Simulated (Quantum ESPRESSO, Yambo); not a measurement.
For La₂O₃ (space group P-3m1, No. 164), Yambo gives the independent-particle static dielectric constant along x as 5.03 on PBEsol bands and 4.43 after a scissor of 1.43 eV widens every gap (6×6×4 mesh, 134 bands, 3 Ry local-field block, 0.2 eV broadening). Axes are Cartesian, with cell vectors (Å) (3.93, 0.00, 0.00), (-1.97, 3.40, 0.00), (0.00, 0.00, 6.11).

Task: A scissor keeps the position matrix elements. In a one-oscillator model, how does ε − 1 scale, and what mean transition energy do the two values imply?

Result: Each transition adds |r|²/E to ε − 1, so ε − 1 ∝ 1/(E0 + Δ). Then (4.43 − 1)/(5.03 − 1) = E0/(E0 + Δ) = 0.851, and E0 = Δ(ε' − 1)/(ε − ε') = 8.2 eV. The computed Im ε, weighted by 1/E up to 20 eV, has its mean at 8.3 eV; the smallest direct PBEsol gap is 3.86 eV. The scissor comes from a G0W0 run whose convergence isn't established. Convergence of the RPA response with its 6×6×4 mesh was not tested.

Bands from Quantum ESPRESSO.

Geometry of the Materials Project entry, not relaxed at this level; primitive cell a = b = 3.931 Å, c = 6.112 Å, α = β = 90.00°, γ = 120.00°.
